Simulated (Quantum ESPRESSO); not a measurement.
Simulation results for GaSiGeAsN₂O (made-up cell, one site empty), AlSiGeSN₃ (made-up cell, one site empty)

Calculation on a made-up crystal cell, not a measurement, rerun at a higher cutoff and a denser mesh: periodic Kohn-Sham density functional theory in plane waves with PseudoDojo standard norm-conserving scalar-relativistic pseudopotentials, each functional with its own files (v0.5 for PBE, v0.4.1 for LDA and PBEsol), no spin polarisation, no spin-orbit coupling, atoms not relaxed, stress positive in tension, energies less a fixed whole-eV offset for each atom's element; levels are Kohn-Sham levels at fractions of this cell's reciprocal vectors, counted from the reference band (half the neutral cell's valence electrons, rounded up) at Gamma; error bars give the change to or from the runs named with them, not the error of the files; each bar is the largest change over components, and at least 0.002 eV, 0.002 eV per angstrom or 0.02 GPa; energies are for the whole cell, and the offsets were chosen from early runs and are not element reference energies; machines and their load varied, so run times do not measure scaling. Program: Quantum ESPRESSO 7.5.

Common to all runs: empty site 4; functional pbe; cutoff 1437 eV; fermi dirac smearing 0.025 eV; scf tolerance 1e-07 eV; electrons removed 0; run command mpirun -np 4 pw.x -nk 4 -in in; run processor AMD EPYC, older, virtual cores.

(1) 
```cif
# cell vector a (Å): 3.3538 -0.0175 -0.0619
# cell vector b (Å): -0.0304 5.8938 -0.0490
# cell vector c (Å): -0.1011 -0.0462 5.5472
data_GaSiGeAsN2O
_symmetry_space_group_name_H-M 'P 1'
_symmetry_Int_Tables_number 1
_cell_length_a 3.3544
_cell_length_b 5.8941
_cell_length_c 5.5483
_cell_angle_alpha 90.948
_cell_angle_beta 92.099
_cell_angle_gamma 90.586
_cell_volume 109.60
loop_
_atom_site_label
_atom_site_type_symbol
_atom_site_fract_x
_atom_site_fract_y
_atom_site_fract_z
_atom_site_occupancy
Ga1 Ga 0.96023 0.02042 0.02063 1
Si1 Si 0.49907 0.49447 0.00754 1
Ge1 Ge 0.53543 0.15609 0.51902 1
N1 N 0.05330 0.00855 0.36294 1
O1 O 0.47760 0.51905 0.36797 1
As1 As 0.48475 0.17476 0.88779 1
N2 N 0.06467 0.67055 0.89331 1
_calc_lattice_type 'wurtzite'
_calc_k_mesh '7 x 6 x 6, shifted by half a step'
_calc_free_energy_less_offsets 10.31  # eV
_calc_scf_iterations 13
_calc_smearing_term_minus_ts 0  # eV
_calc_pressure 10.85  # GPa
_calc_stress_xx -10.72  # GPa
_calc_stress_yy -8.358  # GPa
_calc_stress_zz -13.48  # GPa
_calc_stress_yz -1.447  # GPa
_calc_stress_xz -4.178  # GPa
_calc_stress_xy 1.039  # GPa
_calc_reference_band 31
_calc_error_bar_energy 0.01567  # eV
_calc_error_bar_stress 0.2263  # GPa
_calc_error_bar_force 0.01513  # eV/angstrom
_calc_error_bar_next_band_up 0.004411  # eV
_calc_error_bars_from 'change from the looser run of this cell'
_calc_wall_time_of_scf_and_band_steps_on_a_shared_machine 1013  # s
```

Atoms:
| atoms element | atom site | atom energy offset (eV) |
| --- | --- | --- |
| Ga | 1 | -2080 |
| Si | 2 | -115 |
| Ge | 3 | -2430 |
| N | 5 | -283 |
| O | 6 | -452 |
| As | 7 | -2887 |
| N | 8 | -283 |

Forces:
| site | x (eV/Å) | y (eV/Å) | z (eV/Å) |
| --- | --- | --- | --- |
| 1 | 4.563 | -8.603 | 5.05 |
| 2 | -0.09437 | 11.72 | 5.309 |
| 3 | 0.4943 | 0.8256 | -10.16 |
| 5 | -0.7011 | 1.572 | 2.068 |
| 6 | 0.6433 | -3.265 | -2.974 |
| 7 | -4.151 | -0.6862 | -0.9734 |
| 8 | -0.7549 | -1.567 | 1.681 |

Levels:
| level k point | next band up (eV) |
| --- | --- |
| Gamma | 0.7814 |
| (1/2,1/2,1/2) | 1.308 |
| (0.15,0,0) | 1.549 |
| (0,0.15,0) | 0.8953 |
| (0,0,0.15) | 0.9476 |

(2) 
```cif
# cell vector a (Å): 4.4927 0.0332 -0.0198
# cell vector b (Å): 0.0332 4.5130 0.0529
# cell vector c (Å): -0.0198 0.0529 4.6011
data_AlSiGeSN3
_symmetry_space_group_name_H-M 'P 1'
_symmetry_Int_Tables_number 1
_cell_length_a 4.4929
_cell_length_b 4.5134
_cell_length_c 4.6014
_cell_angle_alpha 88.672
_cell_angle_beta 90.494
_cell_angle_gamma 89.158
_cell_volume 93.27
loop_
_atom_site_label
_atom_site_type_symbol
_atom_site_fract_x
_atom_site_fract_y
_atom_site_fract_z
_atom_site_occupancy
Al1 Al 0.01355 0.00041 0.99990 1
Ge1 Ge 0.99090 0.49402 0.49544 1
Si1 Si 0.50178 0.00740 0.50900 1
S1 S 0.25772 0.26591 0.25088 1
N1 N 0.26251 0.73165 0.74530 1
N2 N 0.74409 0.24864 0.73849 1
N3 N 0.74612 0.74788 0.23934 1
_calc_lattice_type 'zincblende/diamond'
_calc_k_mesh '6 x 6 x 6, shifted by half a step'
_calc_stress_xx ?
_calc_pressure ?
_calc_stress_yy ?
```

Atoms:
| atoms element | atom site | atom energy offset (eV) |
| --- | --- | --- |
| Al | 1 | -64 |
| Ge | 2 | -2430 |
| Si | 3 | -115 |
| S | 5 | -302 |
| N | 6 | -283 |
| N | 7 | -283 |
| N | 8 | -283 |

To be estimated
1. Give the missing stress xx for AlSiGeSN₃ (made-up cell, one site empty) (entry 2).
2. What pressure does the calculation give for AlSiGeSN₃ (made-up cell, one site empty) (entry 2)?
3. What stress yy does the calculation give for AlSiGeSN₃ (made-up cell, one site empty) (entry 2)?
4. Give the table of levels values for AlSiGeSN₃ (made-up cell, one site empty) (entry 2).

Calculated values
1. -1.455 GPa
2. 2.558 GPa
3. -0.1423 GPa
4. 
Levels:
| level k point | next band up (eV) |
| --- | --- |
| Gamma | 0.9014 |
| (1/2,1/2,1/2) | 1.673 |
| (0.15,0,0) | 1.294 |
| (0,0.15,0) | 1.381 |
| (0,0,0.15) | 1.196 |

Further results for AlSiGeSN₃ (made-up cell, one site empty) (entry 2):

- free energy less offsets: 5.55 eV
- scf iterations: 12
- smearing term minus ts: 0 eV
- stress zz: -6.076 GPa
- stress yz: -6.654 GPa
- stress xz: -5.118 GPa
- stress xy: 12.64 GPa
- reference band: 21
- error bar energy: 0.00278 eV
- error bar stress: 0.02 GPa
- error bar force: 0.002217 eV/Å
- error bar next band up: 0.002 eV
- error bars from: change from the looser run of this cell
- wall time of scf and band steps on a shared machine: 119.8 s

Forces:
| site | x (eV/Å) | y (eV/Å) | z (eV/Å) |
| --- | --- | --- | --- |
| 1 | -4.217 | -4.617 | -4.16 |
| 2 | -5.383 | 5.786 | 5.344 |
| 3 | 4.442 | -5.508 | 4.224 |
| 5 | 5.046 | 1.762 | -4.727 |
| 6 | -0.1783 | 2.439 | -1.286 |
| 7 | 0.1593 | -1.792 | -1.098 |
| 8 | 0.1321 | 1.93 | 1.704 |
